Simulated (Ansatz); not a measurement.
A 12-atom cell of SnSi3O8 built on the rutile structure (relaxed group Cmmm) at its r2SCAN geometry, run in Ansatz 0.2.0 at 4 levels of theory. These are computed values for a non-magnetic cell that may be hypothetical; none is a measurement.

The PBE+SOC input:
```yaml
crystal:
  lattice:
    - [3.0101726037, -3.1048833811, 0.0]
    - [3.0101726037, 3.1048833811, 0.0]
    - [0.0, 0.0, 5.6471684312]
  atoms:
    - { symbol: Si, position: [0.5, 0.5, 0.2387198953] }
    - { symbol: Si, position: [0.0, 0.0, 0.0] }
    - { symbol: O, position: [0.204258482, 0.204258482, 0.2227292991] }
    - { symbol: O, position: [0.795741518, 0.795741518, 0.2227292991] }
    - { symbol: O, position: [0.6942356087, 0.3057643913, 0.0] }
    - { symbol: O, position: [0.3057643913, 0.6942356087, 0.0] }
    - { symbol: Si, position: [0.5, 0.5, 0.7612801047] }
    - { symbol: Sn, position: [0.0, 0.0, 0.5] }
    - { symbol: O, position: [0.204258482, 0.204258482, 0.7772707009] }
    - { symbol: O, position: [0.795741518, 0.795741518, 0.7772707009] }
    - { symbol: O, position: [0.6750482627, 0.3249517373, 0.5] }
    - { symbol: O, position: [0.3249517373, 0.6750482627, 0.5] }
kpoints:
  mp_grid: { grid: [6, 6, 4] }
  band_path:
    path:
      - [0.0, 0.0, 0.0]
      - [-0.5, 0.5, 0.0]
      - [-0.4849807149, 0.5150192851, 0.0]
      - [0.4849807149, 0.4849807149, 0.0]
      - [0.0, 0.0, 0.5]
      - [0.4849807149, 0.4849807149, 0.5]
      - [-0.4849807149, 0.5150192851, 0.5]
      - [-0.5, 0.5, 0.5]
      - [0.0, 0.5, 0.0]
    npoints: 1
hamiltonian:
  xc: pbe
scf:
  occupations: { method: fixed }
  n_extra_bands: 14
magnetization:
  noncollinear: true
  spin_orbit: true
output:
  forces: true
  stress: true
  eigenvalues: true
```

Main results, then, where recorded, the levels near the gap in eV from the Fermi energy (columns number the bands from 0), one row a point of the path (Γ, Y, C₀, Σ₀, Z, A₀, E₀, T, S):
```
Crystal: 12 atoms, lattice volume = 105.560 Å³
Symmetry: 8 space group operations + 8 with time reversal
Magnetic group: BNS 65.482 (UNI 580)
```
```
Basis set: ecut = 420 eV, 2067 PW (Γ)
k-points: 39 of 144
SCF converged after 10 iterations
Free energy (F): -12480.251693 eV
Fermi energy:    10.460547 eV
--- Forces (eV/Å), atoms counted from 1 ---
  atom   1  Si      0.00000      0.00000      0.03361
  atom   2  Si      0.00000      0.00000      0.00000
  atom   3  O       0.10290      0.00000    -0.08375
  atom   4  O     -0.10290      0.00000    -0.08375
  atom   5  O       0.00000    -0.09844      0.00000
  atom   6  O       0.00000      0.09844      0.00000
  atom   7  Si      0.00000      0.00000    -0.03361
  atom   8  Sn      0.00000      0.00000      0.00000
  atom   9  O       0.10290      0.00000      0.08375
  atom  10  O     -0.10290      0.00000      0.08375
  atom  11  O       0.00000      0.07705      0.00000
  atom  12  O       0.00000    -0.07705      0.00000
--- Stress (GPa, compression-positive) ---
        8.999230       0.000000       0.000000
        0.000000       8.187831       0.000000
        0.000000       0.000000       9.909910
  P = ⅓ Tr σ = 9.0323 GPa (90.323 kbar)
```
```tsv
band_64	band_65	band_66	band_67	band_68	band_69	band_70	band_71	band_72	band_73	band_74	band_75	band_76	band_77	band_78	band_79
-2.352	-2.352	-2.109	-2.109	-0.955	-0.955	-0.740	-0.740	0.000	0.000	3.555	3.555	5.650	5.650	6.933	6.933
-1.793	-1.793	-1.525	-1.525	-1.500	-1.500	-1.305	-1.305	-1.137	-1.137	4.786	4.786	5.971	5.971	6.369	6.369
-1.797	-1.797	-1.523	-1.523	-1.495	-1.495	-1.308	-1.308	-1.139	-1.139	4.787	4.787	5.974	5.974	6.373	6.373
-1.797	-1.797	-1.523	-1.523	-1.495	-1.495	-1.308	-1.308	-1.139	-1.139	4.787	4.787	5.974	5.974	6.373	6.373
-1.671	-1.671	-1.214	-1.214	-1.191	-1.191	-0.687	-0.687	-0.394	-0.394	5.247	5.247	6.155	6.155	8.099	8.099
-1.878	-1.878	-1.525	-1.525	-1.285	-1.285	-1.252	-1.252	-0.950	-0.950	5.462	5.462	6.959	6.959	7.001	7.001
-1.878	-1.878	-1.525	-1.525	-1.285	-1.285	-1.252	-1.252	-0.950	-0.950	5.462	5.462	6.959	6.959	7.001	7.001
-1.876	-1.876	-1.522	-1.522	-1.296	-1.296	-1.253	-1.253	-0.947	-0.947	5.463	5.463	6.958	6.958	6.995	6.995
-1.743	-1.743	-1.662	-1.662	-1.471	-1.471	-0.873	-0.873	-0.691	-0.691	5.487	5.487	6.266	6.266	7.573	7.573
```

With PBE+SOC the gap is 3.56 eV and direct, at Γ.

Q: Another run on the same cell gave
```
Basis set: ecut = 500 eV, 2665 PW (Γ)
k-points: 39 of 144
SCF converged after 8 iterations
Free energy (F): -12513.835183 eV
Fermi energy:    10.048122 eV
--- Forces (eV/Å), atoms counted from 1 ---
  atom   1  Si      0.00000      0.00000    -0.00070
  atom   2  Si      0.00000      0.00000      0.00000
  atom   3  O     -0.00031      0.00000    -0.00031
  atom   4  O       0.00031      0.00000    -0.00031
  atom   5  O       0.00000    -0.00061      0.00000
  atom   6  O       0.00000      0.00061      0.00000
  atom   7  Si      0.00000      0.00000      0.00070
  atom   8  Sn      0.00000      0.00000      0.00000
  atom   9  O     -0.00031      0.00000      0.00031
  atom  10  O       0.00031      0.00000      0.00031
  atom  11  O       0.00000    -0.00038      0.00000
  atom  12  O       0.00000      0.00038      0.00000
--- Stress (GPa, compression-positive) ---
        0.025909       0.000000       0.000000
        0.000000       0.028828       0.000000
        0.000000       0.000000       0.033376
  P = ⅓ Tr σ = 0.0294 GPa (0.294 kbar)
```
```tsv
band_32	band_33	band_34	band_35	band_36	band_37	band_38	band_39
-2.402	-2.112	-0.953	-0.739	0.000	4.351	6.510	7.836
-1.852	-1.540	-1.537	-1.311	-1.178	5.584	6.904	7.330
-1.856	-1.539	-1.531	-1.314	-1.180	5.585	6.907	7.334
-1.856	-1.539	-1.531	-1.314	-1.180	5.585	6.907	7.334
-1.687	-1.250	-1.202	-0.680	-0.402	6.015	7.118	9.085
-1.904	-1.538	-1.315	-1.298	-0.947	6.252	7.951	7.991
-1.904	-1.538	-1.315	-1.298	-0.947	6.252	7.951	7.991
-1.902	-1.533	-1.326	-1.300	-0.944	6.253	7.950	7.984
-1.788	-1.707	-1.459	-0.877	-0.682	6.260	7.175	8.439
```
Which level of theory and mesh gave it?

A: It is r2SCAN, on 6×6×4; the blocks that differ from the first input, but for the band path:
```yaml
hamiltonian:
  xc: r2scan
scf:
  occupations: { method: fixed }
  n_extra_bands: 7
```
(magnetization left out)
r2SCAN gives a direct gap of 4.35 eV at Γ. The mean stress is close to zero (0.03 GPa).

Q: In the first input these blocks are replaced (the band path and keys that only write files left aside):
```yaml
kpoints:
  mp_grid: { grid: [4, 4, 4] }
hamiltonian:
  xc: hse06
scf:
  occupations: { method: fixed }
  n_extra_bands: 7
```
(magnetization left out)
What comes out?

A:
```
Basis set: ecut = 420 eV, 2067 PW (Γ)
k-points: 21 of 64
Exchange kernel: α = 0.2500, screened, ω = 0.2079 Å⁻¹, Wigner–Seitz truncation, v(0) = 1042.4721 eV·Å³, q-mesh 4×4×4
hybrid outer 1: dexx = +2.997e-2 eV, tail = 8.91e-5 eV
hybrid outer 2: dexx = +9.696e-7 eV, tail = 4.24e-8 eV, Δε = 5.36e-3 eV, ΔF = 1.29e-2 eV/Å
hybrid outer 3: dexx = +9.936e-10 eV, tail = 3.40e-9 eV, Δε = 6.91e-5 eV, ΔF = 8.17e-5 eV/Å
hybrid SCF converged: 3 outer / 13 inner (+3 warm-up)
Free energy (F): -12483.128918 eV
Fermi energy:    9.091461 eV
--- Forces (eV/Å), atoms counted from 1 ---
  atom   1  Si      0.00000      0.00000    -0.02685
  atom   2  Si      0.00000      0.00000      0.00000
  atom   3  O     -0.07687      0.00000      0.03934
  atom   4  O       0.07687      0.00000      0.03934
  atom   5  O       0.00000      0.06786      0.00000
  atom   6  O       0.00000    -0.06786      0.00000
  atom   7  Si      0.00000      0.00000      0.02685
  atom   8  Sn      0.00000      0.00000      0.00000
  atom   9  O     -0.07687      0.00000    -0.03934
  atom  10  O       0.07687      0.00000    -0.03934
  atom  11  O       0.00000      0.03240      0.00000
  atom  12  O       0.00000    -0.03240      0.00000
--- Stress (GPa, compression-positive) ---
       -1.467358       0.000000       0.000000
        0.000000      -1.351345       0.000000
        0.000000       0.000000      -2.627700
  P = ⅓ Tr σ = -1.8155 GPa (-18.155 kbar)
```
```tsv
band_32	band_33	band_34	band_35	band_36	band_37	band_38	band_39
-2.317	-2.006	-0.866	-0.721	0.000	5.516	7.681	8.945
-1.905	-1.598	-1.519	-1.334	-1.231	6.822	8.070	8.441
-1.909	-1.590	-1.519	-1.337	-1.233	6.824	8.073	8.445
-1.909	-1.590	-1.519	-1.337	-1.233	6.824	8.073	8.445
-1.655	-1.274	-1.140	-0.663	-0.429	7.292	8.291	10.355
-1.855	-1.483	-1.395	-1.320	-0.916	7.555	9.134	9.175
-1.855	-1.483	-1.395	-1.320	-0.916	7.555	9.134	9.175
-1.848	-1.473	-1.411	-1.327	-0.913	7.555	9.133	9.169
-1.756	-1.739	-1.324	-0.895	-0.643	7.541	8.338	9.593
```
With HSE06 the gap is 5.52 eV and direct, at Γ. The mean pressure at these positions is -1.8 GPa, compression counted positive. The stress of a hybrid is loosely converged here.

Q: In the first input these blocks are replaced (the band path and keys that only write files left aside):
```yaml
kpoints:
  mp_grid: { grid: [4, 4, 4] }
hamiltonian:
  xc: pbe0
scf:
  occupations: { method: fixed }
  n_extra_bands: 7
```
(magnetization left out)
What comes out?

A:
```
Basis set: ecut = 420 eV, 2067 PW (Γ)
k-points: 21 of 64
Exchange kernel: α = 0.2500, full range, Wigner–Seitz truncation, v(0) = 12153.0596 eV·Å³, q-mesh 4×4×4
hybrid outer 1: dexx = +3.813e-2 eV, tail = 9.97e-5 eV
hybrid outer 2: dexx = +1.290e-6 eV, tail = 2.92e-8 eV, Δε = 5.60e-3 eV, ΔF = 1.18e-2 eV/Å
hybrid outer 3: dexx = +8.494e-10 eV, tail = 1.16e-9 eV, Δε = 2.61e-5 eV, ΔF = 4.44e-5 eV/Å
hybrid SCF converged: 3 outer / 14 inner (+3 warm-up)
Free energy (F): -12483.636952 eV
Fermi energy:    8.689692 eV
--- Forces (eV/Å), atoms counted from 1 ---
  atom   1  Si      0.00000      0.00000    -0.02820
  atom   2  Si      0.00000      0.00000      0.00000
  atom   3  O     -0.07608      0.00000      0.03916
  atom   4  O       0.07608      0.00000      0.03916
  atom   5  O       0.00000      0.06746      0.00000
  atom   6  O       0.00000    -0.06746      0.00000
  atom   7  Si      0.00000      0.00000      0.02820
  atom   8  Sn      0.00000      0.00000      0.00000
  atom   9  O     -0.07608      0.00000    -0.03916
  atom  10  O       0.07608      0.00000    -0.03916
  atom  11  O       0.00000      0.02722      0.00000
  atom  12  O       0.00000    -0.02722      0.00000
--- Stress (GPa, compression-positive) ---
       -1.552936       0.000000       0.000000
        0.000000      -1.425676       0.000000
        0.000000       0.000000      -2.600273
  P = ⅓ Tr σ = -1.8596 GPa (-18.596 kbar)
```
```tsv
band_32	band_33	band_34	band_35	band_36	band_37	band_38	band_39
-2.309	-2.003	-0.860	-0.718	0.000	6.273	8.459	9.720
-1.909	-1.605	-1.520	-1.338	-1.232	7.600	8.850	9.221
-1.912	-1.597	-1.520	-1.341	-1.235	7.601	8.853	9.225
-1.912	-1.597	-1.520	-1.341	-1.235	7.601	8.853	9.225
-1.656	-1.279	-1.138	-0.663	-0.434	8.074	9.076	11.148
-1.858	-1.484	-1.401	-1.323	-0.918	8.339	9.922	9.963
-1.858	-1.484	-1.401	-1.323	-0.918	8.339	9.922	9.963
-1.849	-1.474	-1.417	-1.330	-0.915	8.340	9.921	9.957
-1.755	-1.745	-1.319	-0.899	-0.642	8.324	9.117	10.362
```
PBE0 gives a direct gap of 6.27 eV at Γ. With the atoms held, the mean pressure is -1.9 GPa (compression positive). The stress of a hybrid is loosely converged here.

The hybrids run on coarser meshes, which limits their stresses and small splittings of levels.

Totals of different functionals, or with and without spin-orbit coupling, can't be compared.

Only the levels marked +SOC include spin-orbit coupling.

The meshes of the hybrids are coarse, so their gaps aren't converged to the digits shown.
